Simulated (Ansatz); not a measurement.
A geometry of SrTiO₃ away from equilibrium: the start of the relaxation of a relaxed SrTiO3 cell shaken by Gaussian noise of σ = 0.08 Å a coordinate. The numbers are results of PBEsol (plane waves to 420 eV, PAW, scalar-relativistic; Ansatz, a program for electronic structure), not measurements. Γ-centred k-mesh 5×5×5 on the run's cell (coarser than for final values), Fermi–Dirac smearing 0.05 eV.

```xyz
10
Lattice="2.7524 1.5891 4.4811 -2.7524 1.5891 4.4811 0.0000 -3.1782 4.4811" Properties=species:S:1:pos:R:3 pbc="T T T"
Sr     0.1026    -0.0039     3.3325
Sr    -0.0090     0.1182    10.1135
Ti    -0.0604     0.0014     0.0279
Ti    -0.0254    -0.1515     6.7586
O      0.1851     1.5491     7.7355
O     -1.6465    -0.7795     7.8961
O      1.3789    -0.9950     7.7854
O     -0.3234    -1.7073     5.6462
O      1.4518     0.6046     5.5796
O     -1.4303     0.8695     5.4289
```

Question: Predict the force on each atom, in eV/Å.

Answer: 
| atom | Fx | Fy | Fz |
|---|---|---|---|
| Sr1 | -0.85 | -0.32 | 0.18 |
| Sr2 | -0.09 | -0.88 | -0.09 |
| Ti3 | 0.01 | -1.74 | 0.58 |
| Ti4 | 0.71 | 2.39 | 0.07 |
| O5 | -1.12 | -1.70 | -0.47 |
| O6 | 3.40 | 2.45 | -2.37 |
| O7 | -2.89 | 0.60 | -1.34 |
| O8 | 0.47 | 1.53 | 0.93 |
| O9 | -1.73 | -1.15 | 0.29 |
| O10 | 2.09 | -1.19 | 2.22 |

Question: What is the pressure?

Answer: +4.6 GPa, compression positive.

No spin polarisation in the result.

The end of the path is a generated cell of SrTiO3: the first start was made by placing the elements on the sites of a structure type, and the end was not matched to a known phase here, so it may be hypothetical. Known forms of SrTiO3 include space group No. 221.
